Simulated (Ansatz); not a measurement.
Au:
```yaml
crystal:
  lattice:
    - [2.90392, 0.00000, 0.00000]
    - [-1.45196, 2.51487, 0.00000]
    - [0.00000, 0.00000, 9.61562]
  atoms:
    - { symbol: Au, position: [0.66667, 0.33333, 0.75000] }
    - { symbol: Au, position: [0.00000, 0.00000, 0.00000] }
    - { symbol: Au, position: [0.33333, 0.66667, 0.25000] }
    - { symbol: Au, position: [0.00000, 0.00000, 0.50000] }
```

Relaxed with r²SCAN. Special points in fractions of this cell's reciprocal vectors: Γ (0.000, 0.000, 0.000); M (0.500, 0.000, 0.000); K (0.333, 0.333, 0.000); A (0.000, 0.000, 0.500); L (0.500, 0.000, 0.500); H (0.333, 0.333, 0.500).

Question: List the band energies nearest the Fermi level at these points for DFT-r²SCAN in the program Ansatz with PAW potentials.

Answer: In eV from the Fermi level; about four levels below and three above (degenerate sets whole), none deeper than 8.9 eV; points with the same levels are listed once.

```json
[
 {"k": "Γ", "below": "-2.78 -2.78 -2.20 -2.20 -0.68", "above": "2.88 11.25 11.32"},
 {"k": "M", "below": "-1.88 -1.85 -1.85 -0.24", "above": "0.58 1.19 1.50"},
 {"k": "K", "below": "-2.54 -2.40 -2.40 -2.26", "above": "2.37 2.83 2.83"},
 {"k": "A", "below": "-2.44 -2.44 -2.44 -2.44", "above": "6.24 6.24 14.95 14.95"},
 {"k": "L", "below": "-2.02 -2.02 -1.87 -1.87", "above": "0.43 0.43 1.38 1.38"},
 {"k": "H", "below": "-2.39 -2.39 -2.22 -2.22", "above": "2.90 2.90 3.19 3.19"}
]
```

Space group P6_3/mmc (dhcp (α-La type)). The start of the workflow was typed in or built on a structure type; the Crystallography Open Database files this formula in space group No. 194, but the cells were not matched. It is not the phase usual at ambient conditions (space group No. 225). Symmetry was held in the r²SCAN relaxation; its stability against distortions is not shown here. Scalar-relativistic: spin–orbit coupling is off unless named, which matters more the heavier the elements.

Potentials: the earlier of the program's two PAW sets.
